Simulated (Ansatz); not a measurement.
This cell of HfC (rock salt) is off equilibrium:

```
CELL_PARAMETERS angstrom
      0.00000     2.32577     2.32577
      2.32577     0.00000     2.32577
      2.32577     2.32577     0.00000
ATOMIC_POSITIONS crystal
  C  0.98567 0.98567 0.01433
  Hf 0.50096 0.50096 0.49904
```

Method: PBE (plane waves to 420 eV, PAW, scalar-relativistic; Ansatz, a quantum-chemistry and plane-wave program). k mesh 17×17×17 (Γ-centred), Fermi-Dirac smearing 0.05 eV. Stress and pressure are positive under compression. With partly filled bands, energies and forces of such displacements shift with the k mesh and the smearing. HfC is run without spin polarisation. HfC was relaxed with its symmetry unable to fall. Spin-orbit coupling is left out, though Hf is heavy.

Problem. What forces act on the atoms (eV/Å, Cartesian)?

Solution. 
```csv
atom,Fx,Fy,Fz
C1,0.000,0.000,0.533
Hf2,0.000,0.000,-0.533
```

Problem. Give the stress tensor in GPa and the pressure.

Solution. 
```
    0.0      0.0      0.0
    0.0      0.0      0.0
    0.0      0.0      1.4
```
The pressure, a third of the trace, is 0.4 GPa.

(A displaced cell: forces are minus the slopes of the energy, force constants its curvatures, and phonons follow from these.)
